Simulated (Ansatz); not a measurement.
Two-dimensional strain map in CsHgBr3

These are results of Ansatz 0.2.0, DFT r2SCAN, scalar-relativistic, plane waves, PAW, not measurements. Cutoff 500 eV, Γ-centred 8×8×8 k-points, Gaussian smearing of 0.15 eV. Spin–orbit coupling is left out, which can shift energies with elements as heavy as these. No spin polarisation. Energies are free energies at this smearing, counted from the undisturbed cell; pressure is positive in compression.

Reference structure (as given, not relaxed at this level; it stands at -2.0 GPa, and it needn't be the usual structure):

```yaml
crystal:
  lattice:
    - [5.77000, 0.00000, 0.00000]
    - [0.00000, 5.77000, 0.00000]
    - [0.00000, 0.00000, 5.77000]
  atoms:
    - { symbol: Cs, position: [0.00000, 0.00000, 0.00000] }
    - { symbol: Hg, position: [0.50000, 0.50000, 0.50000] }
    - { symbol: Br, position: [0.00000, 0.50000, 0.50000] }
    - { symbol: Br, position: [0.50000, 0.00000, 0.50000] }
    - { symbol: Br, position: [0.50000, 0.50000, 0.00000] }
```

The cell is strained by p along both x and y and by q along z, fractional coordinates fixed. Points are written (p, q).

p was sampled at -0.030, 0.000, 0.030 and q at -0.030, 0.000, 0.030.

Task: Where on the computed points is the energy highest, and how high?

Result: At (0.030, 0.030): 58.1 meV/atom.

Task: Away from (0, 0), which computed point is lowest?

Result: (-0.030, -0.030): -22.3 meV/atom.

The map, in meV/atom:

```csv
p \ q,-0.030,0.000,0.030
-0.030,-22.3,-18.4,-7.8
0.000,-10.9,0.0,16.8
0.030,19.3,36.2,58.1
```

Symmetry holds off the tilts and polar distortions that many cubic perovskites undergo.